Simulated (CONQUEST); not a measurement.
Set-up for a self-consistent single point of SnO₂ (Pnnm, 6 atoms in the cell; from Materials Project mp-856, changed as shown).

```xyz
6
Lattice="4.7648 0.0000 0.0000 0.0000 4.7172 0.0000 0.0000 0.0000 3.2075" Properties=species:S:1:pos:R:3 pbc="T T T"
Sn     2.3824     2.3586     1.6038
Sn     0.0000     0.0000     0.0000
O      0.9245     3.8019     1.6038
O      3.8403     0.9153     1.6038
O      3.3069     3.2739     0.0000
O      1.4579     1.4433     0.0000
```

All values come from this method and carry its errors: CONQUEST with PBE, numerical atomic orbitals double-zeta with polarisation (the shipped basis), PseudoDojo norm-conserving potentials made for PBE.

CONQUEST settings:

| key | value |
|---|---|
| basis | DZP |
| Diag.MPMeshX, Y, Z | 4 4 6 |
| potentials | PseudoDojo norm-conserving PBE |
| Grid.GridCutoff | 175 Ha |
| DM.SolutionMethod | diagon |
| Diag.SmearingType | 1 |
| Diag.kT | 0.001837 Ha |
| Diag.GammaCentred | true |
| Diag.MPOrder | 0 |
| minE.SCTolerance | 1.0e-07 |
| SC.MaxIters | 100 |
| SC.LinearMixingFactor | 0.5 |
| SC.KerkerPreCondition | true |
| SC.KerkerFactor | 0.1 1/bohr |
| AtomMove.TypeOfRun | static |

Question: Estimate, at this level of theory: gap on the k-point mesh and pressure.

Answer: The run gave:

| Item | Result |
|---|---|
| Gap on the k-point mesh | 0.90 eV |
| Pressure | 15.29 GPa |

Gaps are taken between levels on the mesh.

For comparison: a first run was changed to give this one (lattice vector b scaled by 0.99), and from it to this one the free energy goes up by 9.6 meV/atom, the pressure goes from 13.01 to 15.29 GPa and the gap on the mesh goes from 0.800 to 0.897 eV.

The program uses no crystal symmetry, so grid and mesh can part values that symmetry would make equal. The atom-centred basis is finite, which shifts total energies, pressures and gaps against plane waves. The structure comes from a collection of computed structures, made at another level of theory; the collection holds predicted forms beside known ones.

Cost on one core: about 2.2 core-minutes (a rough figure).
